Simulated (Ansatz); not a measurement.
The start is a relaxed SnO2 cell shaken by Gaussian noise of σ = 0.08 Å a coordinate. Cell shape, volume and atoms are optimised at zero target pressure with r2SCAN (plane waves to 500 eV, PAW, scalar-relativistic; Ansatz, a first-principles code). The first steps use a coarse 5×5×4 k-mesh.

Initial structure:
```yaml
crystal:
  lattice:
    - [5.98876, 0.00000, 0.00000]
    - [-2.99438, 5.18642, 0.00000]
    - [0.00000, 0.00000, 6.58185]
  atoms:
    - { symbol: Sn, position: [0.49754, 0.99089, 0.00252] }
    - { symbol: Sn, position: [0.50035, 0.53227, 0.32253] }
    - { symbol: Sn, position: [0.00064, 0.51628, 0.66349] }
    - { symbol: O, position: [0.19456, 0.40530, 0.52119] }
    - { symbol: O, position: [0.80172, 0.19096, 0.84699] }
    - { symbol: O, position: [0.58942, 0.80412, 0.15109] }
    - { symbol: O, position: [0.81653, 0.58203, 0.48194] }
    - { symbol: O, position: [0.19968, 0.80080, 0.82977] }
    - { symbol: O, position: [0.40291, 0.19801, 0.17716] }
```

**Question.** What pressure does the first self-consistent step give?

**Answer.** +2.9 GPa (positive: the cell is compressed).

**Question.** Which atoms feel the largest initial force, and how large is it?

**Answer.** 6.72 eV/Å, on Sn1 (atoms numbered as listed).

**Question.** How do the shortest distances between atoms change?

**Answer.** The closest pairs of elements (up to four, under 3.6 Å), start → end: O–Sn 1.77 → 1.95 Å; O–O 2.84 → 2.51 Å; Sn–Sn 3.47 → 3.28 Å.

**Question.** Give the final cell and atomic positions.

**Answer.** 
```cif
data_O12Sn6
_chemical_formula_sum 'Sn6 O12'
_space_group_name_H-M_alt 'C2/m'
_space_group_IT_number 12
_space_group_name_Hall '-C 2y'
_cell_length_a 10.37108
_cell_length_b 3.74684
_cell_length_c 6.61708
_cell_angle_alpha 90.000
_cell_angle_beta 117.003
_cell_angle_gamma 90.000
loop_
_space_group_symop_operation_xyz
  'x, y, z'
  '-x, -y, -z'
  '-x, y, -z'
  'x, -y, z'
  'x+1/2, y+1/2, z'
  '-x+1/2, -y+1/2, -z'
  '-x+1/2, y+1/2, -z'
  'x+1/2, -y+1/2, z'
loop_
_atom_site_label
_atom_site_type_symbol
_atom_site_symmetry_multiplicity
_atom_site_Wyckoff_symbol
_atom_site_fract_x
_atom_site_fract_y
_atom_site_fract_z
_atom_site_occupancy
Sn1 Sn 2 d 0.00000 0.50000 0.50000 1
Sn2 Sn 4 i 0.17741 0.50000 0.12940 1
O1 O 4 i 0.21561 0.00000 0.09230 1
O2 O 4 i 0.13537 0.00000 0.57949 1
O3 O 4 i 0.00764 0.50000 0.20022 1
```
(The calculation used a cell of 9 atoms; values per cell refer to that cell.)

Final values are on a 10×10×6 k-mesh of the relaxed cell. No spin polarisation in the result.

The relaxed structure here is a generated cell of SnO2: the first start was made by placing the elements on the sites of a structure type, and the end was not matched to a known phase here, so it may be hypothetical. Known forms of SnO2 include space group No. 136.
